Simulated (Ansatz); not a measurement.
AlPt$_{3}$C:
```
CELL_PARAMETERS angstrom
      4.15209     0.00000     0.00000
      0.00000     4.15209     0.00000
      0.00000     0.00000     4.15209
ATOMIC_POSITIONS crystal
  Al 0.00000 0.00000 0.00000
  Pt 0.00000 0.50000 0.50000
  Pt 0.50000 0.00000 0.50000
  Pt 0.50000 0.50000 0.00000
  C  0.50000 0.50000 0.50000
```

Relaxed with r²SCAN. Special points in fractions of this cell's reciprocal vectors: Γ (0.000, 0.000, 0.000); X (0.000, 0.500, 0.000); M (0.500, 0.500, 0.000); R (0.500, 0.500, 0.500).

### Question
List the band energies nearest the Fermi level at these points for the program Ansatz at the r²SCAN with spin–orbit coupling level (PAW).

### Answer
In eV from the Fermi level; about four levels below and three above (degenerate sets whole), none deeper than 8.9 eV; points with the same levels are listed once.

| k | below | above |
|---|---|---|
| Γ | -0.92 -0.92 -0.92 -0.92 | 0.84 0.84 1.26 1.26 1.26 1.26 |
| X | -0.49 -0.49 -0.27 -0.27 | 1.36 1.36 3.24 3.24 |
| M | -0.87 -0.87 -0.39 -0.39 | 1.02 1.02 2.20 2.20 |
| R | -1.28 -1.28 -1.28 -1.28 | 0.98 0.98 1.02 1.02 1.02 1.02 |

Space group Pm-3m (anti-perovskite). The start of the workflow was typed in or built on a structure type; neither database checked (COD, Materials Project) lists it. Whether it is the stable phase at ambient conditions was not checked. The cell was relaxed with r²SCAN under the symmetry of its start; whether a distortion lowers the energy is not shown. No spin polarisation was allowed. Its formation energy is positive at this level, so the cell may be metastable or incomplete.

Potentials: the earlier of the program's two PAW sets.
